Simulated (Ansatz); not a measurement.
Space group I-4m2 (No. 119). a = 4.491 Å, b = 4.491 Å, c = 19.109 Å, α = 90.00°, β = 90.00°, γ = 90.00°
```csv
atom,site,symmetry,x,y,z
Al,4e,2mm.,0.5000,0.5000,0.1699
In,2a,-4m2,0.0000,0.0000,0.0000
Sb,4f,2mm.,0.0000,0.5000,0.0909
Sb,2d,-4m2,0.5000,0.0000,0.2500
```

Equation of state of this Al2InSb3 structure (not necessarily the ground state), with shape and atoms relaxed at each volume where symmetry leaves them free. Theory: DFT PBE, scalar-relativistic, plane waves, PAW (Ansatz 0.2.0).

Plane waves to 420 eV, a k mesh through Γ of 12×12×12 on the computed 6-atom cell and Gaussian smearing (0.02 eV); no spin polarisation.

| V (Å³/atom) | E − E(largest V) (meV/atom) | P (GPa) | gap on mesh (eV) |
| --- | --- | --- | --- |
| 28.261 | 44.23 | 7.66 | 1.01 |
| 29.224 | 5.66 | 5.24 | 1.06 |
| 30.187 | -19.49 | 3.19 | 0.97 |
| 31.151 | -33.30 | 1.46 | 0.77 |
| 32.114 | -37.53 | -0.01 | 0.56 |
| 33.078 | -33.67 | -1.24 | 0.37 |
| 34.041 | -22.99 | -2.28 | 0.18 |
| 35.326 | 0.00 | -3.41 | 0.00 |

Q: Fit a third-order Birch–Murnaghan equation, E = E0 + (9V0B0/16)·[(x − 1)³B0' + (x − 1)²(6 − 4x)] with x = (V0/V)^(2/3), to E(V).

A: V0 = 32.11 Å³/atom, B0 = 45 GPa, B0' = 4.6.

Spin-orbit coupling is left out, which matters for the bands of heavy elements.

The cell was found from a structure generator's guess, not taken from experiment.
